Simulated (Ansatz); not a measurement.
Input:

MgB2 in space group P6/mmm (No. 191; Mg on 1a, B on 2d), a = b = 3.0649 Å, c = 3.5227 Å, α = β = 90.00°, γ = 120.00°.

This is the r²SCAN-relaxed structure.

Task: All from plane-wave PAW r²SCAN (Ansatz code), unless another level is named. Give the electronic character.

Result: metallic (no gap).

Task: Predict the formation energy from the elements (no fitted shifts).

Result: -0.18 eV/atom.

Task: Predict the density of states at the Fermi level.

Result: 0.22 states/eV per atom (mean over ±0.08 eV).

The r²SCAN relaxation kept the symmetry of its start; of distortions, only those at the zone centre were tested. The references are the lowest solids computed at this level, not always the standard phases.

Potentials: the later of the program's two PAW sets.
